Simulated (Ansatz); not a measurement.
Polymorphs of SiO2, each relaxed with DFT-r²SCAN in the program Ansatz with PAW potentials:

A: Pn-3m, a = 3.774 Å, b = 3.774 Å, c = 3.774 Å, α = 90.00°, β = 90.00°, γ = 90.00°

B: Pbcn, a = 4.0712 Å, b = 5.0295 Å, c = 4.4826 Å, α = β = γ = 90.00°

C: P3_221, a = 4.920 Å, b = 4.920 Å, c = 5.416 Å, α = 90.00°, β = 90.00°, γ = 120.00°

D: rutile (P4_2/mnm), a = b = 4.185 Å, c = 2.668 Å, α = β = γ = 90.00°

E: P4_32_12, a = b = 4.982 Å, c = 6.920 Å, α = β = γ = 90.00°

Rank these by energy per atom at 0 K (lowest first), as r²SCAN gives it.

C (+0 meV/atom), E (+7 meV/atom), D (+143 meV/atom), B (+201 meV/atom), A (+338 meV/atom)

Give each one's gap.

A 5.75 eV; B 6.77 eV; C 6.60 eV; D 6.53 eV; E 6.35 eV.

Not the usual ambient phase: A; B; D; E. All cells were relaxed under the symmetry of their starts (and spin orders); stability against distortions was not tested throughout.

Energies hold the estimated change up to a 700 eV cutoff; steps of a few meV lie near the error of the meshes.

Potentials: the earlier of the program's two PAW sets.
